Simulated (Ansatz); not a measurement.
TiSi$_{2}$:
```xyz
6
Lattice="0.0000 4.1321 4.2858 2.4009 0.0000 4.2858 2.4009 4.1321 0.0000" Properties=species:S:1:pos:R:3 pbc="T T T"
Ti     3.6014     6.1982     6.4287
Ti     2.4009     4.1321     4.2858
Si     1.2005     0.7218     2.1429
Si     1.2005     3.4103     2.1429
Si     2.4009     1.3443     4.2858
Si     2.4009     6.9200     4.2858
```

Relaxed with PBE.

Problem. Which orbitals make up the states near the Fermi level in plane-wave PAW PBE (Ansatz code)?

Solution. Within 0.5 eV of the Fermi level: Ti 3d 68 %, Si 3p 24 %. Projections are on Löwdin-orthogonalised atomic valence shells; empty p or d shells of many metals are not among them.

Problem. Tabulate the density of states.

Solution. States/eV per cell of 6 atoms, in 0.25 eV bins, energy from the Fermi level.

| E (eV) | total | Ti 3d | Si 3p | Si 3s |
|---|---|---|---|---|
| -7.85 | 1.87 | 0.21 | 0.67 | 0.88 |
| -7.60 | 1.44 | 0.18 | 0.52 | 0.68 |
| -7.35 | 1.20 | 0.14 | 0.44 | 0.55 |
| -7.10 | 1.10 | 0.13 | 0.41 | 0.49 |
| -6.85 | 1.12 | 0.13 | 0.42 | 0.50 |
| -6.60 | 1.18 | 0.14 | 0.44 | 0.52 |
| -6.35 | 1.47 | 0.19 | 0.48 | 0.70 |
| -6.10 | 1.52 | 0.19 | 0.51 | 0.72 |
| -5.85 | 1.67 | 0.19 | 0.58 | 0.80 |
| -5.60 | 1.12 | 0.16 | 0.42 | 0.45 |
| -5.35 | 1.05 | 0.14 | 0.56 | 0.26 |
| -5.10 | 1.48 | 0.17 | 0.95 | 0.23 |
| -4.85 | 1.98 | 0.22 | 1.38 | 0.22 |
| -4.60 | 2.25 | 0.31 | 1.47 | 0.31 |
| -4.35 | 1.98 | 0.29 | 1.23 | 0.30 |
| -4.10 | 1.91 | 0.29 | 1.18 | 0.27 |
| -3.85 | 2.27 | 0.36 | 1.38 | 0.35 |
| -3.60 | 2.36 | 0.39 | 1.47 | 0.33 |
| -3.35 | 2.35 | 0.41 | 1.46 | 0.31 |
| -3.10 | 2.29 | 0.46 | 1.39 | 0.29 |
| -2.85 | 2.83 | 0.64 | 1.69 | 0.32 |
| -2.60 | 3.12 | 0.74 | 1.89 | 0.31 |
| -2.35 | 3.30 | 0.85 | 2.02 | 0.28 |
| -2.10 | 4.31 | 1.27 | 2.56 | 0.29 |
| -1.85 | 3.81 | 1.38 | 2.04 | 0.23 |
| -1.60 | 4.18 | 1.66 | 2.14 | 0.19 |
| -1.35 | 4.87 | 2.26 | 2.19 | 0.18 |
| -1.10 | 5.76 | 3.19 | 2.14 | 0.16 |
| -0.85 | 4.46 | 2.71 | 1.41 | 0.13 |
| -0.60 | 3.36 | 2.11 | 0.99 | 0.11 |
| -0.35 | 2.77 | 1.83 | 0.74 | 0.09 |
| -0.10 | 2.52 | 1.75 | 0.59 | 0.07 |
| 0.15 | 1.86 | 1.31 | 0.42 | 0.05 |
| 0.40 | 1.35 | 0.94 | 0.30 | 0.04 |
| 0.65 | 2.06 | 1.47 | 0.42 | 0.05 |
| 0.90 | 3.17 | 2.27 | 0.62 | 0.10 |
| 1.15 | 3.43 | 2.45 | 0.60 | 0.18 |
| 1.40 | 3.39 | 2.60 | 0.41 | 0.16 |
| 1.65 | 1.77 | 1.16 | 0.34 | 0.16 |
| 1.90 | 2.18 | 1.19 | 0.65 | 0.22 |
| 2.15 | 3.34 | 1.98 | 0.93 | 0.27 |
| 2.40 | 4.80 | 3.04 | 1.08 | 0.40 |
| 2.65 | 8.24 | 5.50 | 1.34 | 0.87 |
| 2.90 | 7.18 | 4.94 | 1.02 | 0.80 |
| 3.15 | 4.79 | 2.99 | 0.70 | 0.67 |
| 3.40 | 4.11 | 2.01 | 0.85 | 0.61 |
| 3.65 | 5.07 | 2.35 | 1.13 | 0.71 |
| 3.90 | 5.62 | 2.47 | 1.55 | 0.58 |
| 4.15 | 5.88 | 2.28 | 1.87 | 0.62 |

Space group Fddd. The cell was relaxed with PBE under the symmetry of its start; of distortions, only those at the zone centre were tested. The run is not spin-polarised.

Potentials: the later of the program's two PAW sets.
